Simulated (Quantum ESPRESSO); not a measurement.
```cif
data_Se4W2
_chemical_formula_sum 'Se4 W2'
_space_group_name_H-M_alt 'P 1'
_space_group_IT_number 1
_cell_length_a 3.27995
_cell_length_b 3.27995
_cell_length_c 12.78121
_cell_angle_alpha 90.000
_cell_angle_beta 90.000
_cell_angle_gamma 120.000
loop_
_space_group_symop_operation_xyz
  'x, y, z'
loop_
_atom_site_label
_atom_site_type_symbol
_atom_site_fract_x
_atom_site_fract_y
_atom_site_fract_z
_atom_site_occupancy
Se1 Se 0.33333 0.66667 0.88184 1
Se2 Se 0.66667 0.33333 0.11816 1
Se3 Se 0.66667 0.33333 0.38184 1
Se4 Se 0.33333 0.66667 0.61816 1
W1 W 0.66667 0.33333 0.75000 1
W2 W 0.33333 0.66667 0.25000 1
```

Cell and atoms were relaxed with PBE+D3(BJ) from Materials Project entry mp-1821, within its symmetry.

Problem. What does norm-conserving PBEsol (Quantum ESPRESSO, 86 Ry, with spin-orbit coupling) give for the electronic structure near the Fermi level?

Solution. The PBEsol gap is indirect, 0.75 eV, from Γ to 43 % of the way from K to Γ; the smallest direct gap is 1.33 eV.
